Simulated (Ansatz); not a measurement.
LaTl: elastic constants from stress and strain

```yaml
crystal:
  lattice:
    - [3.93600, 0.00000, 0.00000]
    - [0.00000, 3.93600, 0.00000]
    - [0.00000, 0.00000, 3.93600]
  atoms:
    - { symbol: La, position: [0.00000, 0.00000, 0.00000] }
    - { symbol: Tl, position: [0.50000, 0.50000, 0.50000] }
```

Atom numbers follow the list: La1, Tl2.

The cell is COD entry 1523872, as deposited and not checked against the literature; nothing was relaxed.

No spin–orbit coupling, which matters for the heavy atoms here.

The calculation used Ansatz 0.2.0, DFT, PBEsol, all-electron LAPW, scalar-relativistic.

The runs use a Γ-centred 10×10×10 k mesh, Fermi–Dirac smearing of 0.05 eV, basis error target 0.25 meV/atom, no spin polarisation.

The unstrained cell is at -0.64 GPa. Large strains and very small stresses are left out. Each strain is applied once, with fractional coordinates held (clamped ions), and σ below is the change of stress, positive in tension. One finite strain gives stress–strain coefficients at this pressure with an error of the order of the strain times third-order constants, a few per cent for each per cent of strain. In a metal the k mesh adds noise of tens of per cent to soft shears.

Problem. With equal xy, yz and zx engineering shear strains of -1 %, the run gives σxy = -0.32 GPa and γxy = 2εxy = -0.0100. Which stiffness follows?

Solution. C44 (clamped ions) = σxy/γxy = 32 GPa.

Problem. With equal xy, yz and zx engineering shear strains of +1 %, the run gives σxy = 0.27 GPa and γxy = 2εxy = 0.0100. Which stiffness follows?

Solution. C44 (clamped ions) = σxy/γxy = 27 GPa.

Problem. The two estimates of C44 (clamped ions) differ. Why, and which value is best?

Solution. Finite strains add third-order terms, and in a metal the k mesh adds noise; two strains on one mesh can't tell these apart, so neither value is shown to be the better.
